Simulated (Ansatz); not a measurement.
Mg2Ge (anti-fluorite, space group No. 225) at seven volumes, DFT-PBE in the program Ansatz with PAW potentials, scaled uniformly. One row is withheld.

```tsv
V (Å³/atom)	P (GPa)
20.076	5.70
20.738	3.50
21.400	1.61
22.062	0.00
22.724	-1.39
23.386	-2.57
24.048	?
```

Question: Fit the shown pressures and predict the withheld one.

Answer: P = (3/2)B₀(x^(7/2) − x^(5/2))[1 + (3/4)(B′ − 4)(x − 1)] with x = (V₀/V)^(2/3). Least squares on the six rows gives V₀ = 22.061 Å³/atom, B₀ = 49.7 GPa, B′ = 4.13. At V = 24.048, x = 0.9441 and P = -3.59 GPa. The run itself gave -3.58 GPa.

Space group Fm-3m (anti-fluorite). The PBE relaxation kept the symmetry of its start.

Potentials: the later of the program's two PAW sets.
